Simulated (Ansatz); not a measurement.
Problem. Each is relaxed and computed with DFT-r²SCAN in the program Ansatz with PAW potentials. Which is the only one with a gap?
A. InPPd5, P4/mmm (In on 1c, P on 1b, Pd on 4i, Pd on 1a)
B. La2InGe2, P4/mbm (La on 4h, In on 2a, Ge on 4g)
C. Ti3InC, anti-perovskite
D. Rb3InF6, Fm-3m (Rb on 8c, Rb on 4b, In on 4a, F on 24e)

Solution. D, Rb3InF6, Fm-3m (Rb on 8c, Rb on 4b, In on 4a, F on 24e). Rb3InF6: gap 5.99 eV (indirect); Ti3InC: metal; InPPd5: metal; La2InGe2: metal. Standing as an ambient phase not checked: Rb3InF6, Fm-3m (Rb on 8c, Rb on 4b, In on 4a, F on 24e); Ti3InC, anti-perovskite; InPPd5, P4/mmm (In on 1c, P on 1b, Pd on 4i, Pd on 1a); La2InGe2, P4/mbm (La on 4h, In on 2a, Ge on 4g). All cells were relaxed under the symmetry of their starts (and spin orders); stability against distortions was not tested throughout. Rows with no word on spin ran without spin polarisation. Spin–orbit coupling is left out wherever it is not named.

Potentials: the later of the program's two PAW sets.
